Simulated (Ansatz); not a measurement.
TePb:
Space group Fm-3m (No. 225); a = 6.569 Å, b = 6.569 Å, c = 6.569 Å, α = 90.00°, β = 90.00°, γ = 90.00°

| atom | site | symmetry | x | y | z |
|---|---|---|---|---|---|
| Pb | 4a | m-3m | 0.0000 | 0.0000 | 0.0000 |
| Te | 4b | m-3m | 0.5000 | 0.5000 | 0.5000 |
(The calculation used a cell of 2 atoms; values per cell refer to that cell.)

Relaxed with PBE.

### Question
Which orbitals make up the states near the band edges in plane-wave PAW PBE (Ansatz code)?

### Answer
Top 1 eV of the valence band: Te 5p 77 %, Pb 6p 11 %, Pb 6s 9 %. Bottom 1 eV of the conduction band: Pb 6p 78 %, Te 5s 9 %, Te 5p 9 %. Projections are on Löwdin-orthogonalised atomic valence shells; empty p or d shells of many metals are not among them.

### Question
Tabulate the density of states.

### Answer
States/eV per cell of 2 atoms, in 0.25 eV bins, energy from the valence-band maximum.

```csv
E (eV),total,Te 5p,Pb 6p,Pb 6s
-7.89,2.48,0.36,0.02,1.99
-7.64,1.67,0.20,0.02,1.29
-7.39,1.25,0.12,0.01,0.93
-7.14,0.67,0.07,0.01,0.45
-6.89,0.40,0.04,0.00,0.26
-6.64,0.26,0.03,0.00,0.17
-6.39,0.18,0.01,0.00,0.11
-6.14,0.11,0.01,0.00,0.07
-5.89,0.05,0.00,0.00,0.03
-5.64,0.00,0.00,0.00,0.00
-5.39,0.00,0.00,0.00,0.00
-5.14,0.00,0.00,0.00,0.00
-4.89,0.00,0.00,0.00,0.00
-4.64,0.00,0.00,0.00,0.00
-4.39,0.00,0.00,0.00,0.00
-4.14,0.02,0.01,0.01,0.00
-3.89,0.34,0.18,0.15,0.00
-3.64,0.62,0.34,0.26,0.01
-3.39,0.75,0.42,0.31,0.01
-3.14,1.00,0.57,0.39,0.02
-2.89,1.23,0.72,0.46,0.02
-2.64,1.54,0.93,0.55,0.03
-2.39,1.98,1.25,0.66,0.03
-2.14,1.97,1.28,0.62,0.04
-1.89,1.99,1.33,0.57,0.05
-1.64,2.00,1.38,0.52,0.05
-1.39,2.11,1.52,0.48,0.07
-1.14,2.17,1.63,0.41,0.08
-0.89,1.98,1.56,0.27,0.10
-0.64,1.88,1.43,0.23,0.18
-0.39,2.23,1.72,0.19,0.27
-0.14,0.21,0.16,0.01,0.03
0.11,0.00,0.00,0.00,0.00
0.36,0.00,0.00,0.00,0.00
0.61,0.00,0.00,0.00,0.00
0.86,0.01,0.00,0.00,0.00
1.11,0.12,0.01,0.09,0.00
1.36,0.70,0.06,0.52,0.01
1.61,1.78,0.15,1.40,0.01
1.86,1.95,0.20,1.55,0.02
2.11,1.61,0.24,1.22,0.02
2.36,1.45,0.27,1.05,0.02
2.61,1.33,0.29,0.92,0.02
2.86,1.28,0.31,0.86,0.01
3.11,1.29,0.33,0.84,0.01
3.36,1.38,0.37,0.87,0.01
3.61,1.84,0.45,0.99,0.01
3.86,2.02,0.49,1.07,0.01
4.11,1.68,0.45,0.87,0.01
4.36,1.73,0.48,0.83,0.01
4.61,1.37,0.41,0.67,0.01
4.86,1.37,0.36,0.60,0.00
5.11,1.45,0.34,0.56,0.00
5.36,1.50,0.30,0.48,0.00
5.61,1.20,0.13,0.21,0.00
```

The PBE relaxation kept the symmetry of its start. Scalar-relativistic: spin–orbit coupling is off unless named, which matters more the heavier the elements.

Potentials: the later of the program's two PAW sets.
